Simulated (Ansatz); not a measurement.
Consider the following.

Cu3Si:
```
CELL_PARAMETERS angstrom
     -1.77227     1.77227     3.54511
      1.77227    -1.77227     3.54511
      1.77227     1.77227    -3.54511
ATOMIC_POSITIONS crystal
  Si 0.00000 0.00000 0.00000
  Cu 0.75000 0.25000 0.50000
  Cu 0.25000 0.75000 0.50000
  Cu 0.50000 0.50000 0.00000
```

This is the LDA-relaxed structure.

Problem. All from LDA (plane waves, PAW; program Ansatz), unless another level is named. Predict the electronic character.

Solution. metallic (no gap).

Problem. And the density of states at the Fermi level?

Solution. 0.23 states/eV per atom (mean over ±0.08 eV).

Problem. And the formation energy from the elements (no fitted shifts)?

Solution. -93 meV/atom.

Space group I4/mmm. The workflow started from a Materials Project entry (that database holds measured and hypothetical structures alike); the Crystallography Open Database copy checked does not list it. Whether it is the stable phase at ambient conditions was not checked. The LDA relaxation kept the symmetry of its start; its stability against distortions is not shown here. No spin polarisation was allowed. The references are the lowest solids computed at this level, not always the standard phases.

Potentials: the later of the program's two PAW sets.
